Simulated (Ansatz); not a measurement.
# Lattice vibrations of SnSe at Γ at 40 GPa

Level of theory: Ansatz 0.2.0, DFT LDA, scalar-relativistic, plane waves, PAW. Plane waves to 420 eV; Γ-centred k mesh 12×12×12; Gaussian smearing of 0.01 eV. No spin polarisation. Phonons by linear response, acoustic sum rule imposed.

The cell, relaxed at 40 GPa:
```
Sn Se
1.0
     0.00000    2.64089    2.64089
     2.64089    0.00000    2.64089
     2.64089    2.64089    0.00000
Sn Se
1 1
Cartesian
  0.0000 0.0000 0.0000
  2.6409 2.6409 2.6409
```

In a metal, frequencies and elastic constants depend on the k mesh and the smearing, soft modes and shear constants most. Spin–orbit coupling is left out, which matters for heavy elements. Other phases may be more stable at this pressure. A semilocal functional can close a gap that the real compound has.

Task: Is this structure stable against zone-centre distortions?

Result: Yes, at Γ: no optical mode is imaginary. Strains and other wave vectors aren't tested by this run.

Task: List the optical modes at Γ (i marks imaginary ones).

Result:
```
frequency (THz) degeneracy
           5.67           3
```

This rock-salt form isn't the usual stable structure of the compound at low pressure.

Cost: 1 run of about 0.49 core-minutes, on Arm Neoverse V2 (shared hosts).